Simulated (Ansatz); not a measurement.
AlCo (rock salt, Fm-3m) at seven volumes, the program Ansatz at the PBEsol level (PAW), scaled uniformly. One row is withheld.

```csv
V (Å³/atom),P (GPa)
12.054,?
12.451,9.26
12.848,4.27
13.246,0.00
13.643,-3.66
14.041,-6.80
14.438,-9.48
```

Question: Fit the shown pressures and predict the withheld one.

Answer: P = (3/2)B₀(x^(7/2) − x^(5/2))[1 + (3/4)(B′ − 4)(x − 1)] with x = (V₀/V)^(2/3). Least squares on the six rows gives V₀ = 13.246 Å³/atom, B₀ = 132 GPa, B′ = 4.16. At V = 12.054, x = 1.0649 and P = 15.15 GPa. The run itself gave 15.09 GPa.

The start of the workflow was typed in or built on a structure type; neither database checked (COD, Materials Project) lists it. Its standing as an ambient phase is unchecked. Symmetry was held in the PBEsol relaxation. At this level the phase is mechanically unstable. The workflow began spin-polarised and lost its moments. Its formation energy is positive at this level, so the cell may be metastable or incomplete.

Potentials: the later of the program's two PAW sets.
